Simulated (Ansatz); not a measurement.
## Does this entry for Na2C2O5 lie near equilibrium?

The cell is a refined structure from the COD (listed for 20.0 GPa).

```cif
data_Na2C2O5
_symmetry_space_group_name_H-M 'P2_1'
_symmetry_Int_Tables_number 4
_cell_length_a 2.9064
_cell_length_b 5.4219
_cell_length_c 9.6871
_cell_angle_alpha 90.000
_cell_angle_beta 94.990
_cell_angle_gamma 90.000
loop_
_atom_site_label
_atom_site_type_symbol
_atom_site_symmetry_multiplicity
_atom_site_Wyckoff_symbol
_atom_site_fract_x
_atom_site_fract_y
_atom_site_fract_z
Na1 Na 2 a 0.6194 0.4791 0.8780
Na3 Na 2 a 0.5250 0.2117 0.5831
C5 C 2 a 0.1860 0.7564 0.6629
C7 C 2 a 0.9810 0.0306 0.8474
O9 O 2 a 0.0938 0.7991 0.8009
O11 O 2 a 0.0745 0.2116 0.7742
O13 O 2 a 0.4234 0.5750 0.6523
O15 O 2 a 0.0257 0.8996 0.5713
O17 O 2 a 0.8120 0.0320 0.9569
```

One atom of each set is listed.

Method: Kohn–Sham DFT in Ansatz, PBE, plane waves and PAW, scalar-relativistic, 420 eV cutoff, Γ-centred 7×4×2 k-points, Fermi–Dirac smearing 0.02 eV.

Task: Do the atoms and the cell lie near the calculated equilibrium?

Result: No. The largest force is 2.4 eV/Å, on atom 7 (C: 3 O at 1.21–1.38 Å), and the pressure is 28.2 GPa. Such values can come from a cell under pressure, imprecise or misplaced coordinates, missing atoms or a wrong setting of the space group; the run alone doesn't tell which, and gradients calculated on this entry can't be taken for those of the compound at ambient conditions.
